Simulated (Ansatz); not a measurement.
Rb2MgCl4:
```xyz
7
Lattice="-2.4969 2.4969 8.1110 2.4969 -2.4969 8.1110 2.4969 2.4969 -8.1110" Properties=species:S:1:pos:R:3 pbc="T T T"
Rb     0.0000     0.0000     5.7938
Rb     0.0000     0.0000    10.4281
Mg     0.0000     0.0000     0.0000
Cl     0.0000     0.0000     2.5106
Cl     0.0000     0.0000    13.7113
Cl     0.0000     2.4969     0.0000
Cl     2.4969     0.0000     0.0000
```

Relaxed with r²SCAN. Independent-particle spectrum: no excitons, no local fields, no scissors shift; 0.1 eV broadening; ε₁ of the summed bands alone.

Question: Tabulate the dielectric function from DFT-r²SCAN in the program Ansatz with PAW potentials.

Answer: 

| E (eV) | ε₁ xx | ε₂ xx | ε₁ zz | ε₂ zz |
|---|---|---|---|---|
| 0.0 | 2.65 | 0.00 | 2.65 | 0.00 |
| 0.4 | 2.65 | 0.00 | 2.65 | 0.00 |
| 0.8 | 2.65 | 0.00 | 2.66 | 0.00 |
| 1.2 | 2.67 | 0.00 | 2.67 | 0.00 |
| 1.6 | 2.68 | 0.00 | 2.69 | 0.00 |
| 2.0 | 2.71 | 0.00 | 2.71 | 0.00 |
| 2.4 | 2.74 | 0.00 | 2.75 | 0.00 |
| 2.8 | 2.77 | 0.00 | 2.78 | 0.00 |
| 3.2 | 2.82 | 0.00 | 2.83 | 0.00 |
| 3.6 | 2.87 | 0.00 | 2.88 | 0.00 |
| 4.0 | 2.94 | 0.00 | 2.95 | 0.00 |
| 4.4 | 3.03 | 0.00 | 3.04 | 0.00 |
| 4.8 | 3.13 | 0.00 | 3.15 | 0.00 |
| 5.2 | 3.28 | 0.00 | 3.29 | 0.00 |
| 5.6 | 3.49 | 0.00 | 3.50 | 0.00 |
| 6.0 | 3.86 | 0.22 | 3.93 | 0.22 |
| 6.4 | 3.98 | 0.46 | 3.96 | 0.49 |
| 6.8 | 4.14 | 0.66 | 4.12 | 0.67 |
| 7.2 | 4.35 | 1.06 | 4.55 | 0.81 |
| 7.6 | 4.50 | 1.63 | 4.71 | 2.16 |
| 8.0 | 4.08 | 2.31 | 3.98 | 2.34 |
| 8.4 | 3.93 | 2.17 | 3.36 | 2.15 |
| 8.8 | 4.26 | 2.78 | 4.76 | 2.35 |
| 9.2 | 4.22 | 3.67 | 3.87 | 4.73 |
| 9.6 | 2.41 | 5.14 | 2.38 | 3.74 |
| 10.0 | 1.37 | 4.19 | 1.31 | 3.80 |
| 10.4 | 1.45 | 3.33 | 1.83 | 2.54 |
| 10.8 | 0.44 | 3.58 | 2.15 | 2.92 |
| 11.2 | 0.53 | 2.50 | 1.82 | 3.92 |
| 11.6 | 0.84 | 2.37 | 0.26 | 3.14 |
| 12.0 | 0.93 | 2.09 | 0.85 | 2.59 |

Question: From ε at 6.1 eV (xx: 3.88 + 0.29i), find n, k, the normal reflectivity and the absorption coefficient.

Answer: n = 1.97, k = 0.074, R = 11 %, α = 2kE/ħc = 46000 cm⁻¹.

With all bands, ε∞ without local fields is 2.68 (xx = yy), 2.69 (zz).

Space group I4/mmm. The first step of the workflow began from a Materials Project structure, measured or hypothetical; the Crystallography Open Database copy checked does not list it. Whether it is the stable phase at ambient conditions was not checked. The cell was relaxed with r²SCAN under the symmetry of its start; its stability against distortions is not shown here. Spin–orbit coupling is left out wherever it is not named.

Potentials: the later of the program's two PAW sets.
